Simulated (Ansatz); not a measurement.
ZnCu (CsCl type, Pm-3m) under volume change, DFT-PBEsol in the program Ansatz with PAW potentials, scaled uniformly.

```json
[
 {"V (Å³/atom)": "11.189", "E − E(relaxed) (meV/atom)": "51.5", "P (GPa)": "16.37"},
 {"V (Å³/atom)": "11.558", "E − E(relaxed) (meV/atom)": "___", "P (GPa)": "___"},
 {"V (Å³/atom)": "11.927", "E − E(relaxed) (meV/atom)": "___", "P (GPa)": "___"},
 {"V (Å³/atom)": "12.296", "E − E(relaxed) (meV/atom)": "0.0", "P (GPa)": "0.00"},
 {"V (Å³/atom)": "12.665", "E − E(relaxed) (meV/atom)": "4.5", "P (GPa)": "-3.78"},
 {"V (Å³/atom)": "13.034", "E − E(relaxed) (meV/atom)": "16.9", "P (GPa)": "-6.94"},
 {"V (Å³/atom)": "13.402", "E − E(relaxed) (meV/atom)": "36.0", "P (GPa)": "-9.57"}
]
```

### Question
Fill in the missing entries.

### Answer

- 11.927, E − E(relaxed) (meV/atom): 5.0
- 11.927, P (GPa): 4.52
- 11.558, E − E(relaxed) (meV/atom): 21.5
- 11.558, P (GPa): 9.91

### Question
What does a third-order Birch–Murnaghan fit give for V₀, B₀ and B′?

### Answer
V₀ = 12.30 Å³/atom, B₀ = 137 GPa, B′ = 4.9.

Symmetry was held in the PBEsol relaxation; of distortions, only those at the zone centre were tested. The run is not spin-polarised.

Potentials: the later of the program's two PAW sets.
